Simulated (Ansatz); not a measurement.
Calculated with Ansatz: Sc$_{2}$Ge$_{2}$Pt$_{3}$, relaxation

Run with:

```bash
ansatz run input.yaml --threads 2 --pin off --max-ram 2560MiB --backend cpu --events-out ev --progress --plain --runs-dir out
```

Input:

```yaml
crystal:
  lattice:
    - [6.344994, 0.0, 0.0]
    - [0.0, 8.675097, 0.0]
    - [0.0, 0.0, 4.029983]
  atoms:
    - { symbol: Sc, position: [0.391, 0.16984, 0.0] }
    - { symbol: Sc, position: [0.609, 0.83016, 0.0] }
    - { symbol: Sc, position: [0.891, 0.33016, 0.0] }
    - { symbol: Sc, position: [0.109, 0.66984, 0.0] }
    - { symbol: Pt, position: [0.19141, 0.41333, 0.5] }
    - { symbol: Pt, position: [0.80859, 0.58667, 0.5] }
    - { symbol: Pt, position: [0.69141, 0.08667, 0.5] }
    - { symbol: Pt, position: [0.30859, 0.91333, 0.5] }
    - { symbol: Pt, position: [0.0, 0.0, 0.0] }
    - { symbol: Pt, position: [0.5, 0.5, 0.0] }
    - { symbol: Ge, position: [0.0753, 0.1501, 0.5] }
    - { symbol: Ge, position: [0.9247, 0.8499, 0.5] }
    - { symbol: Ge, position: [0.5753, 0.3499, 0.5] }
    - { symbol: Ge, position: [0.4247, 0.6501, 0.5] }
  symmetry: { tolerance: 0.0003 }
kpoints:
  mp_grid: { grid: [4, 3, 6], shift: [0, 0, 0] }
magnetization:
  spin_polarized: false
scf:
  occupations: { method: fermi_dirac }
  lower_state_search: "off"
hamiltonian:
  pseudopotentials: { kind: paw }
  xc: r2scan
basis:
  ecutwfc: 500
  fft_grid_basis: typed
relax:
  max_steps: 40
  cell: { p_target: 0.0 }
  f_tol: 0.03
output:
  forces: true
  stress: true
  eigenvalues: true
  bader: true
  populations: true
  elf: true
  write_potential: true
  volumetric_format: npy
  dos:
    e_range: [-12, 8]
    de: 0.05
    projected: { site_lists: { Ge: [Ge], Pt: [Pt], Sc: [Sc] } }
  write_density: true
checkpoint:
  read: saved_state
```

Origin of the cell: a known structure type with other elements, at an estimated volume, so it need not be a known compound.

The smearing width isn't typed, so it takes its default of 0.1 eV.

The saved state is a converged single point of the same cell.

Steps («new basis» is an SCF on plane waves selected anew at the same cell):

```csv
step,ΔF (meV/atom),max force component (eV/Å),P (GPa),volume (Å³),SCF iterations,step was
1,0.0,0.749,12.26,221.82,7,accepted
2,-26.6,0.229,-6.85,246.32,9,accepted
3,-45.3,0.199,-0.66,235.75,8,accepted
4,-46.6,0.098,0.13,234.90,7,accepted
5,-46.8,0.033,-0.04,235.07,7,accepted
6,-46.9,0.008,0.00,235.02,6,accepted
7,-47.4,0.008,0.01,235.02,8,new basis
```

Step 1, with forces in eV/Å:

```xyz
14
Lattice="6.345 0.000 0.000 0.000 8.675 0.000 0.000 0.000 4.030" Properties=species:S:1:pos:R:3:forces:R:3 pbc="T T T" step=1
Sc    2.481    1.473    0.000    0.087   -0.173    0.000
Sc    3.864    7.202    0.000   -0.087    0.173    0.000
Sc    5.653    2.864    0.000    0.087    0.173    0.000
Sc    0.692    5.811    0.000   -0.087   -0.173    0.000
Pt    1.214    3.586    2.015   -0.749    0.571    0.000
Pt    5.130    5.089    2.015    0.749   -0.571    0.000
Pt    4.387    0.752    2.015   -0.749   -0.571    0.000
Pt    1.958    7.923    2.015    0.749    0.571    0.000
Pt    0.000    0.000    0.000    0.000    0.000    0.000
Pt    3.172    4.338    0.000    0.000    0.000    0.000
Ge    0.478    1.302    2.015    0.406    0.688    0.000
Ge    5.867    7.373    2.015   -0.406   -0.688    0.000
Ge    3.650    3.035    2.015    0.406   -0.688    0.000
Ge    2.695    5.640    2.015   -0.406    0.688    0.000
```

Step 2, with forces in eV/Å:

```xyz
14
Lattice="6.578 0.000 0.000 0.000 9.009 0.000 0.000 0.000 4.157" Properties=species:S:1:pos:R:3:forces:R:3 pbc="T T T" step=2
Sc    2.604    1.476    0.000   -0.047    0.071    0.000
Sc    3.973    7.533    0.000    0.047   -0.071    0.000
Sc    5.893    3.028    0.000   -0.047   -0.071    0.000
Sc    0.684    5.980    0.000    0.047    0.071    0.000
Pt    1.243    3.758    2.078   -0.229    0.182    0.000
Pt    5.335    5.250    2.078    0.229   -0.182    0.000
Pt    4.531    0.746    2.078   -0.229   -0.182    0.000
Pt    2.046    8.263    2.078    0.229    0.182    0.000
Pt    0.000    0.000    0.000    0.000    0.000    0.000
Pt    3.289    4.504    0.000    0.000    0.000    0.000
Ge    0.493    1.381    2.078    0.037   -0.060    0.000
Ge    6.085    7.627    2.078   -0.037    0.060    0.000
Ge    3.782    3.123    2.078    0.037    0.060    0.000
Ge    2.796    5.886    2.078   -0.037   -0.060    0.000
```

Step 3, with forces in eV/Å:

```xyz
14
Lattice="6.439 0.000 0.000 0.000 8.934 0.000 0.000 0.000 4.098" Properties=species:S:1:pos:R:3:forces:R:3 pbc="T T T" step=3
Sc    2.530    1.487    0.000    0.011   -0.087    0.000
Sc    3.908    7.447    0.000   -0.011    0.087    0.000
Sc    5.749    2.980    0.000    0.011    0.087    0.000
Sc    0.689    5.954    0.000   -0.011   -0.087    0.000
Pt    1.186    3.760    2.049    0.199   -0.108    0.000
Pt    5.252    5.174    2.049   -0.199    0.108    0.000
Pt    4.406    0.707    2.049    0.199    0.108    0.000
Pt    2.033    8.227    2.049   -0.199   -0.108    0.000
Pt    0.000    0.000    0.000    0.000    0.000    0.000
Pt    3.219    4.467    0.000    0.000    0.000    0.000
Ge    0.478    1.389    2.049    0.024   -0.125    0.000
Ge    5.960    7.545    2.049   -0.024    0.125    0.000
Ge    3.697    3.078    2.049    0.024    0.125    0.000
Ge    2.741    5.856    2.049   -0.024   -0.125    0.000
```

Step 4, with forces in eV/Å:

```xyz
14
Lattice="6.475 0.000 0.000 0.000 8.893 0.000 0.000 0.000 4.079" Properties=species:S:1:pos:R:3:forces:R:3 pbc="T T T" step=4
Sc    2.551    1.457    0.000   -0.038    0.098    0.000
Sc    3.924    7.436    0.000    0.038   -0.098    0.000
Sc    5.788    2.989    0.000   -0.038   -0.098    0.000
Sc    0.686    5.904    0.000    0.038    0.098    0.000
Pt    1.209    3.738    2.040   -0.024    0.011    0.000
Pt    5.266    5.156    2.040    0.024   -0.011    0.000
Pt    4.446    0.709    2.040   -0.024   -0.011    0.000
Pt    2.028    8.184    2.040    0.024    0.011    0.000
Pt    0.000    0.000    0.000    0.000    0.000    0.000
Pt    3.237    4.447    0.000    0.000    0.000    0.000
Ge    0.484    1.380    2.040    0.038   -0.022    0.000
Ge    5.991    7.513    2.040   -0.038    0.022    0.000
Ge    3.721    3.066    2.040    0.038    0.022    0.000
Ge    2.753    5.827    2.040   -0.038   -0.022    0.000
```

Step 5, with forces in eV/Å:

```xyz
14
Lattice="6.475 0.000 0.000 0.000 8.900 0.000 0.000 0.000 4.079" Properties=species:S:1:pos:R:3:forces:R:3 pbc="T T T" step=5
Sc    2.546    1.472    0.000   -0.005    0.002    0.000
Sc    3.929    7.428    0.000    0.005   -0.002    0.000
Sc    5.783    2.978    0.000   -0.005   -0.002    0.000
Sc    0.691    5.922    0.000    0.005    0.002    0.000
Pt    1.207    3.738    2.040   -0.022    0.006    0.000
Pt    5.268    5.162    2.040    0.022   -0.006    0.000
Pt    4.444    0.712    2.040   -0.022   -0.006    0.000
Pt    2.030    8.188    2.040    0.022    0.006    0.000
Pt    0.000    0.000    0.000    0.000    0.000    0.000
Pt    3.237    4.450    0.000    0.000    0.000    0.000
Ge    0.486    1.378    2.040    0.033   -0.008    0.000
Ge    5.989    7.522    2.040   -0.033    0.008    0.000
Ge    3.724    3.072    2.040    0.033    0.008    0.000
Ge    2.751    5.828    2.040   -0.033   -0.008    0.000
```

Step 7, with forces in eV/Å:

```xyz
14
Lattice="6.477 0.000 0.000 0.000 8.897 0.000 0.000 0.000 4.079" Properties=species:S:1:pos:R:3:forces:R:3 pbc="T T T" step=7
Sc    2.547    1.473    0.000    0.007    0.005    0.000
Sc    3.930    7.424    0.000   -0.007   -0.005    0.000
Sc    5.786    2.976    0.000    0.007   -0.005    0.000
Sc    0.691    5.921    0.000   -0.007    0.005    0.000
Pt    1.206    3.736    2.039   -0.001    0.001    0.000
Pt    5.271    5.161    2.039    0.001   -0.001    0.000
Pt    4.445    0.712    2.039   -0.001   -0.001    0.000
Pt    2.032    8.184    2.039    0.001    0.001    0.000
Pt    0.000    0.000    0.000    0.000    0.000    0.000
Pt    3.239    4.448    0.000    0.000    0.000    0.000
Ge    0.493    1.375    2.039   -0.008    0.003    0.000
Ge    5.984    7.522    2.039    0.008   -0.003    0.000
Ge    3.731    3.073    2.039   -0.008   -0.003    0.000
Ge    2.746    5.823    2.039    0.008    0.003    0.000
```

```yaml
Free_energy_lowered_by: 47.4 meV/atom
Volume_change: 5.95 %
Final_pressure: 0.01 GPa
Relaxation_steps_listed: 7
```

Caveats: no moments, though an odd count or open d shells may carry them; no spin-orbit coupling, though heavy elements are present; the relaxation held the start's symmetry, so the end may be a saddle point.

The run took 1200 s of wall time on 2 CPU thread(s) of a shared host, from a saved density.
